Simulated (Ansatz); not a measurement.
Here is the system:

YInCu:
Space group P-62m (No. 189); a = b = 7.390 Å, c = 3.984 Å, α = β = 90.00°, γ = 120.00°

```csv
atom,site,symmetry,x,y,z
Y,3g,m2m,0.5888,0.5888,0.5000
In,3f,m2m,0.2525,0.2525,0.0000
Cu,2c,-6..,0.3333,0.6667,0.0000
Cu,1b,-62m,0.0000,0.0000,0.5000
```

This is the r²SCAN-relaxed structure.

Q: All from r²SCAN (plane waves, PAW; program Ansatz), unless another level is named. Predict the formation energy from the elements (no fitted shifts).

A: -0.51 eV/atom.

Q: Predict the density of states at the Fermi level.

A: 0.45 states/eV per atom (mean over ±0.08 eV).

The first step of the workflow began from a Materials Project structure, measured or hypothetical; the Crystallography Open Database copy checked does not list it. Whether it is the stable phase at ambient conditions was not checked. Symmetry was held in the r²SCAN relaxation; its stability against distortions is not shown here. No spin polarisation was allowed. Axis ratios of metals converge slowly with the k-mesh, so a and c are less sure than the volume. The references are the lowest solids computed at this level, not always the standard phases. Scalar-relativistic: spin–orbit coupling is off unless named, which matters more the heavier the elements.

Potentials: the later of the program's two PAW sets.
